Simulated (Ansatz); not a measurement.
A geometry of BeCo away from equilibrium: step 13 of the relaxation of a generated cell, BeCo placed in the AFLOW prototype AB_oP4_59_a_b (as in CuTe). Level of theory: PBEsol (plane waves to 420 eV, PAW, scalar-relativistic; Ansatz, a program for electronic structure). Γ-centred k-mesh 14×11×7 on the run's cell (coarser than for final values), Fermi–Dirac smearing 0.05 eV.

```
BeCo
1.0
    2.40392     0.00000     0.00000
    0.00000     3.59686     0.00000
    0.00000     0.00000     3.97236
Be Co
2 2
Direct
  0.00000   0.00000   0.07611
  0.50000   0.50000   0.92389
  0.00000   0.50000   0.40377
  0.50000   0.00000   0.59623
```
Spin-polarised start, with parallel moments on Co.

Q: Give the Cartesian forces on all atoms (eV/Å).

A: 
| atom | Fx | Fy | Fz |
|---|---|---|---|
| Be1 | 0.00 | 0.00 | 0.00 |
| Be2 | 0.00 | 0.00 | 0.00 |
| Co3 | 0.00 | 0.00 | 0.06 |
| Co4 | 0.00 | 0.00 | -0.06 |

Q: What is the pressure?

A: +10.3 GPa, compression positive.

Q: How much energy per atom can still be gained by relaxing?

A: 0.25 eV/atom; the path ends in Pm-3m (No. 221) (CsCl type).

Spin state reached: ferromagnetic (net 0.18 μB/atom), from parallel starting moments; other spin orders were not run from this start.

The run could not lose the symmetry of its start; a randomly shaken copy of 4 atoms returns to this structure.
